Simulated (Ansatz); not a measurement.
An Ansatz (a quantum-chemistry and plane-wave program) run. Input:

Ansatz 0.2 input:
```yaml
crystal:
  lattice:
    - [0.0, 2.3144279389, 2.3144279389]
    - [2.3144279389, 0.0, 2.3144279389]
    - [2.3144279389, 2.3144279389, 0.0]
  atoms:
    - { symbol: Na, position: [0.0, 0.0, 0.0] }
    - { symbol: F, position: [0.5, 0.5, 0.5] }
kpoints:
  mp_grid: { grid: [10, 10, 10] }
hamiltonian:
  xc: pbesol
  pseudopotentials: { kind: paw }
scf:
  occupations: { method: fixed }
phonons:
  method: dfpt
  response_accuracy: low
  qmesh: [5, 5, 5]
  interpolated_qmesh: [20, 20, 20]
  dielectric: true
  rigid_motions: translations
  temperatures: { t_max: 1000, t_step: 50 }
  qpath:
    path:
      - [[0.0, 0.0, 0.0], [0.5, 0.0, 0.5], [0.625, 0.25, 0.625]]  # Γ-X-U
      - [[0.375, 0.375, 0.75], [0.0, 0.0, 0.0], [0.5, 0.5, 0.5], [0.5, 0.25, 0.75], [0.5, 0.0, 0.5]]  # K-Γ-L-W-X
    npoints: 13
```

Output (shortened):

```
Pseudopotential: Na, paw, valence charge 9
Pseudopotential: F, paw, valence charge 7
Functional definition: PBEsol
Crystal: 2 atoms, lattice volume = 24.795 Å³
Basis set: ecut = 420 eV, 531 PW (Γ), exchange–correlation on 48×48×48 points (8 copies of the dense FFT grid, shifted against one another)
Bands: 12, of which v1, the nominal top of the filled ones, is band 8 counted from 1 (7 counted from 0)
Symmetry: 48 space group operations
k-points: 102 of 1000 (irreducible under 8 space group operations, time reversal used)
SCF iter   1: F=—  HF=-2278.929728 eV  |F-HF|=—  |Δ(HF+E_count)|=         —  Δρ=1.16e-2  dr2=2.02e-2  ethr=1.77e-3  ⟨swp⟩=4.6  Hψ=5941  notcnv=0  defer=192
preconditioner: auto → none
SCF iter   2: F=—  HF=-2278.923440 eV  |F-HF|=—  |Δ(HF+E_count)|=   6.29e-3  Δρ=5.02e-3  dr2=3.45e-3  ethr=1.26e-4  ⟨swp⟩=2.0  Hψ=2576  notcnv=0  defer=202
SCF iter   3: F=—  HF=-2278.922382 eV  |F-HF|=—  |Δ(HF+E_count)|=   1.06e-3  Δρ=4.69e-4  dr2=3.52e-5  ethr=2.16e-5  ⟨swp⟩=2.0  Hψ=1724  notcnv=0  defer=202
SCF iter   4: F=—  HF=-2278.922386 eV  |F-HF|=—  |Δ(HF+E_count)|=   3.27e-6  Δρ=1.10e-4  dr2=6.86e-7  ethr=2.20e-7  ⟨swp⟩=2.0  Hψ=2040  notcnv=0  defer=141
SCF iter   5: F=—  HF=-2278.922388 eV  |F-HF|=—  |Δ(HF+E_count)|=   1.83e-6  Δρ=4.70e-5  dr2=3.93e-7  ethr=4.29e-9  ⟨swp⟩=2.0  Hψ=1932  notcnv=0
SCF iter   6: F=—  HF=-2278.922388 eV  |F-HF|=—  |Δ(HF+E_count)|=   7.08e-8  Δρ=7.29e-6  dr2=9.53e-9  ethr=2.45e-9  ⟨swp⟩=2.0  Hψ=1486  notcnv=0
SCF iter   7: F=—  HF=-2278.922388 eV  |F-HF|=—  |Δ(HF+E_count)|=  7.30e-10  Δρ=9.82e-7  dr2=1.73e-10  ethr=5.95e-11  ⟨swp⟩=2.0  Hψ=1532  notcnv=0  defer=1
SCF iter   8: F=-2278.922388 eV  HF=-2278.922388 eV  |F-HF|=4.55e-13  |Δ(HF+E_count)|=  3.14e-11  Δρ=3.40e-8  dr2=1.89e-13  ethr=1.00e-12  ⟨swp⟩=6.9  Hψ=6308  notcnv=0
SCF 1 converged in 8 iterations: F = -2278.922388 eV  dr2 = 1.89e-13
NSCF: frozen V_eff on 2 k-points
DFPT response loops at Γ: preconditioner auto → none (the input reference at scf.mixing.eps_inf says where Resta's filter doesn't serve); β = 0.50 …
NSCF: frozen V_eff on 47 k-points
NSCF: frozen V_eff on 1100 k-points
DFPT response loops at q = (0, 0, 0.2) (fractional): mixed as the last ones told, above
NSCF: frozen V_eff on 1100 k-points
DFPT response loops at q = (0, 0, 0.4) (fractional): mixed as the last ones told, above
NSCF: frozen V_eff on 610 k-points
DFPT response loops at q = (0, 0.2, 0.2) (fractional): mixed as the last ones told, above
NSCF: frozen V_eff on 2000 k-points
DFPT response loops at q = (0, 0.2, 0.4) (fractional): mixed as the last ones told, above
NSCF: frozen V_eff on 2000 k-points
DFPT response loops at q = (0, 0.2, -0.4) (fractional): mixed as the last ones told, above
NSCF: frozen V_eff on 1100 k-points
DFPT response loops at q = (0, 0.2, -0.19999999999999996) (fractional): mixed as the last ones told, above
NSCF: frozen V_eff on 610 k-points
DFPT response loops at q = (0, 0.4, 0.4) (fractional): mixed as the last ones told, above
NSCF: frozen V_eff on 1100 k-points
DFPT response loops at q = (0, 0.4, -0.4) (fractional): mixed as the last ones told, above
NSCF: frozen V_eff on 1100 k-points
DFPT response loops at q = (0.2, 0.4, -0.4) (fractional): mixed as the last ones told, above
SCF converged after 8 iterations
Free energy (F): -2278.922388 eV
Harris-Foulkes:  -2278.922388 eV  (|F-HF|=4.55e-13)
Internal energy: -2278.922388 eV  (E = F + TS)
E sigma→0 (E₀):  -2278.922388 eV
Fermi energy:    0.951285 eV
--- Per-component energies (eV) ---
  E_band       = -232.629726
  E_kinetic    = 328.472680
  E_local      = -1689.211487  (includes V_loc(G=0)·N_el)
  E_nonlocal   = 189.831400
  E_hartree    = 597.650658
  E_xc         = -118.094992
  E_vxc        = -152.456654  (∫ρ·V_xc dr)
  E_paw        = -447.019303  (= ΣΔE_a)
  E_vpaw       = -104.568977  (= ΣTr[D̂ρ^β])
  E_aug_tail   = 0.001978  (compensation charges beyond the density's cutoff)
  E_ewald      = -1140.650459
  E_core_change = 0.097136  (= ΣΔE_core)
  E_smearing   =  0.000000  (= −TS)
  E_closure    = 0.000000  (closes the sum)
  Σ components = -2278.922388   (vs F -2278.922388, Δ=0.00e0)
  [band-id]    e_kinetic+e_local+e_nonlocal+2·e_hartree+e_vxc+e_vpaw+e_augmentation_tail = -232.629742   (vs E_band -232.629726, Δ=-1.54e-5)
--- Band table (eV; the first three rows and the last of 102) ---
  k-point 0: bands = ["-45.7779", "-18.0989", "-17.8103", "-17.8103", "-17.8103", "0.9513", "0.9513", "0.9513", "7.1506", "19.8072", "19.8072", "19.8072"]
  k-point 1: bands = ["-45.7766", "-18.2376", "-17.8115", "-17.8115", "-17.6590", "0.7505", "0.9264", "0.9264", "7.5112", "18.4928", "19.9650", "19.9650"]
  k-point 2: bands = ["-45.7731", "-18.4309", "-17.8146", "-17.8146", "-17.4323", "0.2888", "0.8611", "0.8611", "8.4365", "16.7289", "20.3631", "20.3631"]
  k-point 101: bands = ["-45.7597", "-18.2901", "-17.9248", "-17.8966", "-17.3905", "-0.0729", "0.2004", "0.3867", "13.9977", "14.0276", "15.8523", "18.1404"]
--- Phonons (Γ-DFPT): 2 representative perturbations + reference, on 102 of 1000 k-points (Σ response iterations 6) ---
  ASR residual: 1.341e-4 → 0.000e0 eV/Å²; symmetrization residual: 2.168e-5 eV/Å²
  ASR residual per site (eV/Å²): 3.38e-5 1.34e-4
  Γ frequencies (cm⁻¹): 0.00 0.00 0.00 239.46 239.46 239.46
  ε∞ (high-frequency dielectric tensor):
        1.895103     0.000000     0.000000
        0.000000     1.895103     0.000000
        0.000000     0.000000     1.895103
  ε⁰ (static dielectric tensor: ions relaxed, cell fixed):
        5.302734     0.000000     0.000000
        0.000000     5.302734     0.000000
        0.000000     0.000000     5.302734
  ε⁰ − ε∞ (ionic part):
        3.407631     0.000000     0.000000
        0.000000     3.407631     0.000000
        0.000000     0.000000     3.407631
  softest optical mode at Γ: 239.46 cm⁻¹; the repairs (sum rule, projections) moved no ω² at Γ by more than (1.94 cm⁻¹)²
  Born effective charges Z* (e; rows j = field, columns β = displacement):
    site 0:
         1.01204    0.00000    0.00000
         0.00000    1.01204    0.00000
         0.00000    0.00000    1.01204
    site 1:
        -1.01204    0.00000    0.00000
         0.00000   -1.01204    0.00000
         0.00000    0.00000   -1.01204
  Z* charge neutrality: 3.892e-5 e pre-enforcement
  k-mesh period / interband length: 32.7 Å / 0.89 Å = 36.98 at k = (0.0000, 0.0000, 0.0000), direct gap 6.199 eV — 14 or more, which is no proof of convergence
  optical modes at Γ without the LO–TO term, one row a degenerate level:
      ω (cm⁻¹)  modes    IR ((D/Å)²/amu)
        239.46      3             6.8148
  optical modes at Γ + LO–TO along q̂ = [1.0000, 0.0000, 0.0000]:
      ω (cm⁻¹)  modes    IR ((D/Å)²/amu)
        239.46      2             4.5432
        400.56      1             2.2716
  optical modes at Γ + LO–TO along q̂ = [0.0000, 1.0000, 0.0000]:
      ω (cm⁻¹)  modes    IR ((D/Å)²/amu)
        239.46      2             4.5432
        400.56      1             2.2716
  optical modes at Γ + LO–TO along q̂ = [0.0000, 0.0000, 1.0000]:
      ω (cm⁻¹)  modes    IR ((D/Å)²/amu)
        239.46      2             4.5432
        400.56      1             2.2716
  non-analytic LO–TO correction: the dipole-dipole term of the run's Born effective charges and high-frequency dielectric tensor (where they are solved with …
--- Phonons (arbitrary-q DFPT): 10 irreducible q on the 5×5×5 mesh ---
  q = [0.0000, 0.0000, 0.0000] (star 1, of the zone-centre solve; hermiticity 1.98e-5, symmetrization 1.85e-13):  0.00  0.00  0.00 239.46 239.46 239.46
  q = [0.0000, 0.0000, 0.2000] (star 8, 2 solved perturbations on 550 of 1000 k-point pairs; hermiticity 1.23e-5, symmetrization 9.69e-12): 85.64 85.64 134.35 231.68 231.68 385.26
  q = [0.0000, 0.0000, 0.4000] (star 8, 2 solved perturbations on 550 of 1000 k-point pairs; hermiticity 3.29e-6, symmetrization 3.46e-12): 154.69 154.69 207.20 207.20 251.52 336.89
  q = [0.0000, 0.2000, 0.2000] (star 6, 4 solved perturbations in 970 linear systems a pass and spin channel, the states on 305 of 1000 k-point pairs; hermiticity 1.08e-5, symmetrization 7.24e-11): 83.59 83.59 160.54 244.42 244.42 359.77
  q = [0.0000, 0.2000, 0.4000] (star 24, 4 solved perturbations in 3100 linear systems a pass and spin channel, the states on 1000 of 1000 k-point pairs; hermiticity 1.10e-5, symmetrization 1.82e-11): 129.90 157.03 225.17 230.54 237.38 324.46
  q = [0.0000, 0.2000, -0.4000] (star 24, 4 solved perturbations in 3100 linear systems a pass and spin channel, the states on 1000 of 1000 k-point pairs; hermiticity 1.83e-5, symmetrization 2.47e-10): 170.16 186.61 206.40 236.83 265.06 289.65
  q = [0.0000, 0.2000, -0.2000] (star 12, 4 solved perturbations in 1710 linear systems a pass and spin channel, the states on 550 of 1000 k-point pairs; hermiticity 6.40e-6, symmetrization 5.05e-13): 131.40 143.75 197.17 208.27 250.15 347.12
  q = [0.0000, 0.4000, 0.4000] (star 6, 4 solved perturbations in 970 linear systems a pass and spin channel, the states on 305 of 1000 k-point pairs; hermiticity 1.35e-5, symmetrization 1.53e-10): 134.42 134.42 250.93 252.39 252.39 285.60
  q = [0.0000, 0.4000, -0.4000] (star 12, 4 solved perturbations in 1710 linear systems a pass and spin channel, the states on 550 of 1000 k-point pairs; hermiticity 1.32e-5, symmetrization 1.68e-13): 150.53 191.25 238.47 241.00 258.97 273.54
  q = [0.2000, 0.4000, -0.4000] (star 24, 6 solved perturbations on 550 of 1000 k-point pairs; hermiticity 1.34e-5, symmetrization 1.31e-10): 183.24 184.60 211.14 250.12 259.55 273.76
  sum rule: each row above includes the acoustic sum rule's correction from the zone centre's row sums; it moved no ω² by more than (1.39 cm⁻¹)²
  mesh force constants: q→R imaginary residual 0.00e0; ASR residual 1.341e-4 → 0.000e0 eV/Å²; symmetrization residual 2.665e-15 eV/Å²
  interpolated dispersion: 81 rows × 6 modes
  density of states and harmonic sums: on the 20×20×20 q-mesh, interpolated from the force constants of a 5×5×5 supercell (with the dipole–dipole term)
  largest difference from the sums on the solved wave vectors: F 5.94e-3 eV, S 7.99e-6 and C_V 2.02e-6 eV/K
  zero-point energy: 0.081188 eV/cell   skipped modes (ω ≤ 0): 3   left out of the sums: 6.25e-5 of the cell's modes …
```

Cost: around 6 core-minutes (rough) on shared cores.

Space group Fm-3m (rock salt). The PBEsol relaxation kept the symmetry of its start.

Potentials: the later of the program's two PAW sets.

Ansatz is a plane-wave DFT program.
